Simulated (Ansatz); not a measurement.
## BP (zinc blende): energy against volume

BP (zinc blende)

```xyz
2
Lattice="0.0000 2.2683 2.2683 2.2683 0.0000 2.2683 2.2683 2.2683 0.0000" Properties=species:S:1:pos:R:3 pbc="T T T"
P      3.4024     3.4024     3.4024
B      0.0000     0.0000     0.0000
```

E(V) scan at fixed shape, V₀ the volume above. Symmetry pins the atoms to their sites.

Level of theory: r2SCAN (plane waves to 500 eV, PAW, scalar-relativistic; Ansatz, an electronic-structure program). k mesh 12×12×12 (Γ-centred), Fermi-Dirac smearing 0.05 eV. E stands for the smeared free energy. Stress and pressure are positive under compression. BP was relaxed with its symmetry unable to fall. The zero of ΔE is the relaxed starting cell.

```tsv
V (Å³/atom)	ΔE (meV/atom)	P (GPa)
10.504	72.8	21.7
10.795	39.2	15.3
11.087	16.7	9.6
11.379	4.0	4.5
11.671	0.0	0.0
11.962	3.7	-4.0
12.254	14.3	-7.5
12.546	31.0	-10.7
12.838	53.0	-13.5
```

Summary:

```yaml
pressure_at_the_smallest_volume: 21.7 GPa
energy_cost_of_the_largest_compression: 72.8 meV/atom
energy_cost_of_the_largest_expansion: 53.0 meV/atom
Bulk modulus B₀ (third-order Birch-Murnaghan fit): 169 GPa
Pressure derivative B₀′ (fit): 3.8
equilibrium_volume_of_the_fit: 11.67 Å³/atom
Pressure for 5 % compression (fit): 9.6 GPa
```

(A scan under strain: stresses follow from slopes of the energy per volume, elastic moduli from its curvatures.)
